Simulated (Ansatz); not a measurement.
The end of the path is a generated cell of AlPt: the first start was made by placing the elements on the sites of a structure type, and the end was not matched to a known phase here, so it may be hypothetical.

A geometry of AlPt away from equilibrium: the start of the relaxation of a generated cell, AlPt placed in the AFLOW prototype AB_hP6_154_a_b (B9, as in HgS). These are PBE (plane waves to 420 eV, PAW, scalar-relativistic; Ansatz, a quantum-chemistry and plane-wave program) values and carry that method's errors. Γ-centred k-mesh 11×11×4 on the run's cell (coarser than for final values), Fermi–Dirac smearing 0.05 eV.

```xyz
6
Lattice="3.5381 0.0000 0.0000 -1.7691 3.0641 0.0000 0.0000 0.0000 8.1056" Properties=species:S:1:pos:R:3:forces:R:3 pbc="T T T" free_energy=-39175.918 pressure_GPa=61.8
Pt     2.5467     0.0000     5.4038   -0.8915    0.0000    0.0000
Pt    -1.2734     2.2055     2.7019    0.4458   -0.7721    0.0000
Pt     0.4957     0.8586     0.0000    0.4458    0.7721    0.0000
Al     1.7298     0.0000     1.3509   10.0087    0.0000    0.0000
Al    -0.8649     1.4980     6.7547   -5.0044    8.6678    0.0000
Al     0.9042     1.5661     4.0528   -5.0044   -8.6678    0.0000
```

Positions in Å, forces in eV/Å, free energy of the cell in eV (comparable only within this code, potentials and settings). Largest force: 10.01 eV/Å, on Al4, Al5, Al6 (atoms numbered as listed); the geometry lies 1.54 eV/atom above the end of its relaxation.

No spin polarisation in the result.

The run could not lose the symmetry of its start: the end is stationary, and may be a saddle point rather than a minimum.
